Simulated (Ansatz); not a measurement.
RbBr:
```
CELL_PARAMETERS angstrom
      0.00000     3.46297     3.46297
      3.46297     0.00000     3.46297
      3.46297     3.46297     0.00000
ATOMIC_POSITIONS crystal
  Rb 0.00000 0.00000 0.00000
  Br 0.50000 0.50000 0.50000
```

x, y and z are the axes in which the lattice vectors are written.

### Question
Give the high-frequency dielectric tensor and the Born effective charge tensors of the independent atoms from DFPT, r²SCAN in the plane-wave PAW code Ansatz.

### Answer

ε∞:
```
2.41  0.00  0.00
0.00  2.41  0.00
0.00  0.00  2.41
```
Z* of atom 1 (Rb), rows: field, columns: displacement, in e:
```
1.14  0.00  0.00
0.00  1.14  0.00
0.00  0.00  1.14
```
Z* of atom 2 (Br), rows: field, columns: displacement, in e:
```
-1.14   0.00   0.00
 0.00  -1.14   0.00
 0.00   0.00  -1.14
```

Static charges for comparison (Bader): Rb1 +0.85, Br2 -0.85 e. Born charges measure polarisation by displacement and can exceed these by far.

Space group Fm-3m (rock salt). Symmetry was held in the r²SCAN relaxation. Scalar-relativistic: spin–orbit coupling is off unless named, which matters more the heavier the elements.

Potentials: the later of the program's two PAW sets.
